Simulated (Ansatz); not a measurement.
Relaxing a structure of TiC

The start is a relaxed TiC cell displaced along its unstable phonon at q = (0, 0, ½) of its primitive reciprocal cell (220i cm⁻¹), largest move 0.15 Å. A full variable-cell relaxation at zero pressure is run with PBE (plane waves to 420 eV, PAW, scalar-relativistic; Ansatz, a program for electronic structure). First-step values are on the input's coarse k-mesh.

Ansatz input (later rounds restart from its end on a renewed k-mesh):
Ansatz 0.2 input:
```yaml
crystal:
  lattice:
    - [5.3273271501, 0, 0]
    - [-2.663663575, 4.6136006462, 0]
    - [0, 0, 5.9408715986]
  atoms:
    - { symbol: Ti, position: [0.5, 1, -0.0011678064] }
    - { symbol: Ti, position: [0.5, 1, 0.5011678064] }
    - { symbol: Ti, position: [0.5, 0.5, -0.0011678064] }
    - { symbol: Ti, position: [0.5, 0.5, 0.5011678064] }
    - { symbol: Ti, position: [1, 0.5, -0.0011678064] }
    - { symbol: Ti, position: [1, 0.5, 0.5011678064] }
    - { symbol: C, position: [0, 0, -0.0252488204] }
    - { symbol: C, position: [0, 0, 0.5252488204] }
    - { symbol: C, position: [0.3333333333, 0.6666666667, 0.25] }
    - { symbol: C, position: [0.3333333333, 0.6666666667, 0.75] }
    - { symbol: C, position: [0.6666666667, 0.3333333333, 0.25] }
    - { symbol: C, position: [0.6666666667, 0.3333333333, 0.75] }
basis: { ecutwfc: 420, ecutrho_ratio: 4, xc_grid: 2, fft_grid_basis: typed }
kpoints: { mp_grid: { grid: [7, 7, 6] } }
hamiltonian:
  xc: pbe
  dispersion: none
  pseudopotentials: { azcp: { folder: ./paw }, kind: paw }
scf: { occupations: { method: fermi_dirac, width: 0.05 } }
relax: { f_tol: 0.01, max_steps: 100, cell: { stress_tol: 0.02 } }
output: { forces: true, stress: true }
```

**Question.** How do the shortest distances between atoms change?

**Answer.** The closest pairs of elements (up to four, under 3.6 Å), start → end: C–C 2.67 → 1.37 Å; C–Ti 2.13 → 2.13 Å; Ti–Ti 2.66 → 2.71 Å.

**Question.** What band gap does the relaxed structure have at this level?

**Answer.** Zero (metallic).

**Question.** Write out the relaxed structure.

**Answer.** 
Space group P6/mmm (No. 191); a = 5.4247 Å, b = 5.4247 Å, c = 5.8747 Å, α = 90.00°, β = 90.00°, γ = 120.00°

| atom | site | symmetry | x | y | z |
|---|---|---|---|---|---|
| Ti | 6i | 2mm | 0.5000 | 0.5000 | 0.2542 |
| C | 2e | 6mm | 0.0000 | 0.0000 | 0.3834 |
| C | 2c | -6m2 | 0.3333 | 0.6667 | 0.0000 |
| C | 2d | -6m2 | 0.3333 | 0.6667 | 0.5000 |

Final values are on a 10×10×8 k-mesh of the relaxed cell. No spin polarisation in the result.

The run could not lose the symmetry of its start, so the end can be a saddle point.

The relaxed structure here is a generated cell of TiC: the first start was made by placing the elements on the sites of a structure type, and the end was not matched to a known phase here, so it may be hypothetical. Known forms of TiC include space group No. 225.
